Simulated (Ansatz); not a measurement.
# Elastic constants of CaHg (Pm-3m) under pressure

```yaml
crystal:
  lattice:
    - [3.71996, 0.00000, 0.00000]
    - [0.00000, 3.71996, 0.00000]
    - [0.00000, 0.00000, 3.71996]
  atoms:
    - { symbol: Ca, position: [0.00000, 0.00000, 0.00000] }
    - { symbol: Hg, position: [0.50000, 0.50000, 0.50000] }
```

This is the zero-pressure cell. At each pressure cell and atoms are relaxed in this structure, and the constants are slopes of the stress at strains of ±0.005 with relaxed ions (the coefficients that govern stability under load). Level: PBEsol, PAW on Ansatz 0.2.0's default frozen-core files (fitted under PBE), scalar-relativistic; k mesh 12×12×12, strains of ±0.005, Fermi-Dirac smearing of 0.100 eV, cutoff 420 eV. P is the pressure of the relaxed cell, less that of this one.

```tsv
P (GPa)	V/V₀	C11 (GPa)	C12 (GPa)	C44 (GPa)
0.00	1.0000	58.1	34.1	31.7
1.03	0.9772	63.9	38.4	34.5
1.98	?	?	?	?
3.99	0.9243	79.9	50.3	42.1
6.98	0.8837	95.5	61.7	49.1
9.99	0.8507	110.6	72.9	55.6
14.98	0.8072	134.1	91.1	65.5
```

Task: Does the bulk modulus from the constants agree with the pressure-volume curve?

Result: A third-order Birch-Murnaghan fit to the volumes shown (F against f, f = [(V₀/V)^(2/3) − 1]/2) gives B₀ = 42.2 GPa and B′ = 4.7. Its −V dP/dV stands beside (C11 + 2C12)/3:

| P (GPa) | from P(V) | from the constants |
| --- | --- | --- |
| 0.00 | 42.2 | 42.1 |
| 1.03 | 46.9 | 46.9 |
| 3.99 | 60.2 | 60.2 |
| 6.98 | 72.9 | 73.0 |
| 9.99 | 85.5 | 85.5 |
| 14.98 | 105.6 | 105.4 |

Task: What are the pressure derivatives at zero pressure?

Result: Slopes at V₀ of quadratic fits in −ln(V/V₀) through the first four rows shown, divided by B₀: dC11/dP = 5.5, dC12/dP = 4.2, dC44/dP = 2.8. The mean slopes up to 4.0 GPa are 5.5, 4.1, 2.6; curvature and scatter of the constants part the two. The combination (dC11/dP + 2 dC12/dP)/3 = 4.6 stands against B′.

Task: Fill the row at 1.98 GPa.

Result: Cubic fits in −ln(V/V₀) through all rows shown give C11 = 69.1, C12 = 42.4, C44 = 37.0 GPa. Computed: V/V₀ = 0.9584, C11 (GPa) = 69.1, C12 (GPa) = 42.3, C44 (GPa) = 37.0.

Task: Does a shear stiffness soften?

Result: C44 goes from 31.7 to 65.5 GPa; (C11 − C12)/2 goes from 12.0 to 21.5 GPa. Neither ends more than 3 % under its start, and the lattice stays mechanically stable over this range.

Known limits: the structure is a database entry and needn't be the stable phase; no other phase was computed; many crystals of this kind change structure within this range, and rows or crossings beyond such a change describe a metastable lattice; frozen-core PAW files fitted under PBE, their cores solved anew for the functional of the run; responses of metals move with mesh and smearing; no spin-orbit coupling on heavy atoms; phonons weren't checked at these pressures.
